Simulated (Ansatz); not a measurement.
Input:

LiC$_{6}$:
```cif
data_C12Li2
_chemical_formula_sum 'C12 Li2'
_space_group_name_H-M_alt 'Cmmm'
_space_group_IT_number 65
_space_group_name_Hall '-C 2 2'
_cell_length_a 2.49775
_cell_length_b 12.92186
_cell_length_c 3.56161
_cell_angle_alpha 90.000
_cell_angle_beta 90.000
_cell_angle_gamma 90.000
loop_
_atom_site_label
_atom_site_type_symbol
_atom_site_symmetry_multiplicity
_atom_site_Wyckoff_symbol
_atom_site_fract_x
_atom_site_fract_y
_atom_site_fract_z
_atom_site_occupancy
C1 C 4 i 0.00000 0.05679 0.00000 1
C2 C 4 i 0.00000 0.38724 0.00000 1
C3 C 4 i 0.00000 0.27709 0.00000 1
Li1 Li 2 c 0.00000 0.50000 0.50000 1
```
(The calculation used a cell of 7 atoms; values per cell refer to that cell.)

This is the PBEsol-relaxed structure.

Problem. All from the program Ansatz at the PBEsol level (PAW), unless another level is named. Estimate the highest zone-centre frequency.

Solution. 44.19 THz.

Problem. Give the bulk modulus (Birch–Murnaghan fit).

Solution. 70.1 GPa.

The start of the workflow was typed in or built on a structure type; neither database checked (COD, Materials Project) lists it. Whether it is the stable phase at ambient conditions was not checked. The PBEsol relaxation kept the symmetry of its start; of distortions, only those at the zone centre were tested. As this level gives no gap, phonon frequencies hold no LO–TO term and depend on the k-mesh and smearing (Fermi–Dirac, 0.1 eV here).

Potentials: the later of the program's two PAW sets.
